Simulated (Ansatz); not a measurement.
**Question.** Each is relaxed and computed with LDA in the plane-wave PAW code Ansatz. Which alone has a direct gap?
A. ZnCdSeS, P3m1 (Zn on 1b, Cd on 1a, Se on 1b, S on 1a)
B. MoSeS, P-3m1 (Mo on 2c, Se on 2d, S on 2d)
C. CdPS3, C2/m (Cd on 4g, P on 4i, S on 8j, S on 4i)
D. SiSe2, Ibam (Se on 8j, Si on 4a)

**Answer.** A, ZnCdSeS, P3m1 (Zn on 1b, Cd on 1a, Se on 1b, S on 1a). ZnCdSeS: gap 0.56 eV (direct); CdPS3: gap 1.71 eV (indirect); MoSeS: gap 0.52 eV (indirect); SiSe2: gap 1.36 eV (indirect). Standing as an ambient phase not checked: ZnCdSeS, P3m1 (Zn on 1b, Cd on 1a, Se on 1b, S on 1a); CdPS3, C2/m (Cd on 4g, P on 4i, S on 8j, S on 4i); MoSeS, P-3m1 (Mo on 2c, Se on 2d, S on 2d). Weakly bound layers, chains or molecules computed without a dispersion correction, so cells and soft constants are ill determined: CdPS3, C2/m (Cd on 4g, P on 4i, S on 8j, S on 4i); MoSeS, P-3m1 (Mo on 2c, Se on 2d, S on 2d); SiSe2, Ibam (Se on 8j, Si on 4a). All cells were relaxed under the symmetry of their starts (and spin orders); stability against distortions was not tested throughout. Rows with no word on spin ran without spin polarisation. Scalar-relativistic: spin–orbit coupling is off unless named, which matters more the heavier the elements.

Potentials: the later of the program's two PAW sets.
